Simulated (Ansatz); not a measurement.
The guess for B3C2 was made by a generator: random cell by space group and Wyckoff sites (P-6m2, No. 187). Its size is a rough estimate.

```cif
data_structure
_symmetry_space_group_name_H-M 'P-6m2'
_symmetry_Int_Tables_number 187
_cell_length_a 2.9225
_cell_length_b 2.9225
_cell_length_c 6.4318
_cell_angle_alpha 90.000
_cell_angle_beta 90.000
_cell_angle_gamma 120.000
_cell_volume 47.57
loop_
_atom_site_label
_atom_site_type_symbol
_atom_site_symmetry_multiplicity
_atom_site_Wyckoff_symbol
_atom_site_fract_x
_atom_site_fract_y
_atom_site_fract_z
_atom_site_occupancy
B1 B 2 h 0.33333 0.66667 0.64750 1
B2 B 1 c 0.33333 0.66667 0.00000 1
C1 C 2 g 0.00000 0.00000 0.90567 1
```

These are results of Ansatz 0.2.0, DFT PBE, scalar-relativistic, plane waves, PAW, not measurements. Cutoff 420 eV, Gaussian smearing, Γ-centred meshes. Cell and atoms relax first on a coarse mesh and then on a finer one. In between, the cell is made exact in the group found at 0.06 Å. In metals the finer mesh still leaves noise of several meV/atom or more. The steps can't lower the symmetry of their start. No spin polarisation in the relaxation; trial moments died out in a coarse test.

A guess keeps its type if space group and coordination stay and the shape of the cell changes little (axis ratios within about 15 %, angles within 6°); the volume may change.

Problem. Will the relaxed cell still be of the starting type?

Solution. It doesn't keep its type. The symmetry stays P-6m2 (No. 187). The volume per atom grows by 0.6 %, from 9.5 to 9.6 Å³. The shortest distance goes from 1.21 Å (C–C) to 1.57 Å (B–C). The ratio c/a of the conventional cell changes by a factor of 1.24. Counting neighbours within 15 % of an atom's shortest distance, the start has B 1/6, C 1 and the end B 2/4, C 3. In detail, at the end around B on a site of symmetry 3m lie 3 C at 1.57 Å and 1 B at 1.65 Å; B on a site of symmetry -6m2 is surrounded by 2 B at 1.65 Å; C is surrounded by 3 B at 1.57 Å.

```
B C
1.0
     2.72724    0.00000    0.00000
    -1.36362    2.36186    0.00000
     0.00000    0.00000    7.42640
B C
3 2
Cartesian
  1.3636 0.7873 5.7774
  1.3636 0.7873 1.6490
  1.3636 0.7873 0.0000
  0.0000 1.5746 5.7965
  0.0000 1.5746 1.6299
```

The last run used an 18×18×6 mesh (in the run's order of axes) for its 5-atom cell and Gaussian smearing of 0.10 eV. No dispersion correction is applied, so the spacing and binding between layers, chains or molecules are poorly described. An odd number of electrons in the primitive cell allows no gap without spin; a larger cell or a magnetic state could open one. Symmetry constrained the relaxation, so the result can be a saddle point.

In counts of neighbours, a slash parts the counts of unlike sites.
